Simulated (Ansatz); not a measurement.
Ta$_{5}$Si$_{3}$ (space group I4/mcm)

```
Ta5Si3
1.0
   -3.25176     3.25176     5.90702
    3.25176    -3.25176     5.90702
    3.25176     3.25176    -5.90702
Ta Si
10 6
Direct
  0.01442   0.18504   0.50000
  0.98558   0.81496   0.50000
  0.18504   0.68504   0.17062
  0.81496   0.31496   0.82938
  0.68504   0.51442   0.50000
  0.31496   0.48558   0.50000
  0.51442   0.01442   0.82938
  0.48558   0.98558   0.17062
  0.50000   0.50000   0.00000
  0.00000   0.00000   0.00000
  0.13020   0.63020   0.76040
  0.86980   0.36980   0.23960
  0.63020   0.86980   0.50000
  0.36980   0.13020   0.50000
  0.75000   0.75000   0.00000
  0.25000   0.25000   0.00000
```

The volume is varied about the relaxed value V₀ at fixed cell shape. The atoms relax within the cell's symmetry.

Computed with PBEsol (plane waves to 420 eV, PAW, scalar-relativistic; Ansatz, a program for electronic structure). k mesh 8×8×8 (Γ-centred), Fermi-Dirac smearing 0.05 eV. Energies are smeared free energies. Stress and pressure are positive under compression. Spin-orbit coupling is left out, though Ta is heavy. Ta5Si3 is run without spin polarisation. Ta5Si3 was relaxed with its symmetry unable to fall. The zero of ΔE is the relaxed starting cell.

```
V (Å³/cell)  P (GPa)  ΔE (eV/atom)
-----------  -------  ------------
224.86          30.0             ?
229.02          23.9         0.090
233.18          18.2         0.056
237.35          13.1             ?
241.51           8.3         0.013
245.68           4.0         0.003
249.84           0.0         0.000
254.01          -3.7         0.003
258.17          -7.0         0.012
262.33         -10.1         0.026
266.50         -12.9         0.044
270.66         -15.5         0.067
274.83         -17.8             ?
```

Problem. What belongs in the gaps?

Solution. 
- 224.86, ΔE (eV/atom): 0.134
- 237.35, ΔE (eV/atom): 0.030
- 274.83, ΔE (eV/atom): 0.094

(A scan under strain: stresses follow from slopes of the energy per volume, elastic moduli from its curvatures.)
